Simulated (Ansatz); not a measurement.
The relaxed structure here is a generated cell of Cr: the first start was made by placing the elements on the sites of a structure type, and the end was not matched to a known phase here, so it may be hypothetical. Known forms of Cr include space group No. 229.

The end point of a relaxation of Cr. Space group R-3m (No. 166). These are PBE (plane waves to 420 eV, PAW, scalar-relativistic; Ansatz, a quantum-chemistry and plane-wave program) values and carry that method's errors.

```cif
data_Cr12
_chemical_formula_sum 'Cr12'
_space_group_name_H-M_alt 'P 1'
_space_group_IT_number 1
_cell_length_a 8.39778
_cell_length_b 8.39778
_cell_length_c 8.39778
_cell_angle_alpha 34.152
_cell_angle_beta 34.152
_cell_angle_gamma 34.152
loop_
_space_group_symop_operation_xyz
  'x, y, z'
loop_
_atom_site_label
_atom_site_type_symbol
_atom_site_fract_x
_atom_site_fract_y
_atom_site_fract_z
_atom_site_occupancy
Cr1 Cr 0.04508 0.54965 0.04508 1
Cr2 Cr 0.04508 0.04508 0.54965 1
Cr3 Cr 0.54965 0.04508 0.04508 1
Cr4 Cr 0.95492 0.45035 0.95492 1
Cr5 Cr 0.95492 0.95492 0.45035 1
Cr6 Cr 0.45035 0.95492 0.95492 1
Cr7 Cr 0.21150 0.69687 0.21150 1
Cr8 Cr 0.21150 0.21150 0.69687 1
Cr9 Cr 0.69687 0.21150 0.21150 1
Cr10 Cr 0.78850 0.30313 0.78850 1
Cr11 Cr 0.78850 0.78850 0.30313 1
Cr12 Cr 0.30313 0.78850 0.78850 1
```

**Question.** What magnetic moment does PBE give?

**Answer.** Zero (the starting moments vanished).

No spin polarisation in the result: the starting moments vanished. A magnetic state may lie lower.

The run could not lose the symmetry of its start, so the end can be a saddle point.
